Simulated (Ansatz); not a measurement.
Formation energy of NiAs-type BiW

Method: PBE, scalar-relativistic; no spin polarisation; PAW, 420 eV, 10×10×6 k-mesh, Gaussian smearing of 0.05 eV; code Ansatz. The datasets are Ansatz's generated set soft_2.

The start was a prototype's sites filled with these elements, not a measured cell.

Symmetry: P6_3/mmc, No. 194, hexagonal system. The conventional cell has a = 4.626 Å, b = 4.626 Å, c = 5.153 Å, α = 90.00°, β = 90.00°, γ = 120.00°. W (site symmetry -3m) has 2 W at 2.58 Å as nearest neighbours. Bi (site symmetry -6m2) has 6 W at 2.97 Å as nearest neighbours. (Shells end 15 % past the nearest neighbour.)

The elements were computed in their standard states with the same datasets, cutoff and functional. Total energies depend on the potentials used, so only differences within one code and one set of settings carry meaning.

Energy of the relaxed cell (4 atoms, smearing extrapolated to zero): -45558.798 eV. Elements, in eV/atom: W -10384.818, Bi -12396.551.

Task: What is the formation energy?

Result: [-45558.798 − (2 × -10384.818 + 2 × -12396.551)] / 4 = 0.99 eV/atom, or 95 kJ per mole of atoms.

The value is for 0 K, without zero-point energy. A positive value means that this structure is unstable even against the elements at this level.

No spin–orbit coupling, a notable omission for heavy elements.
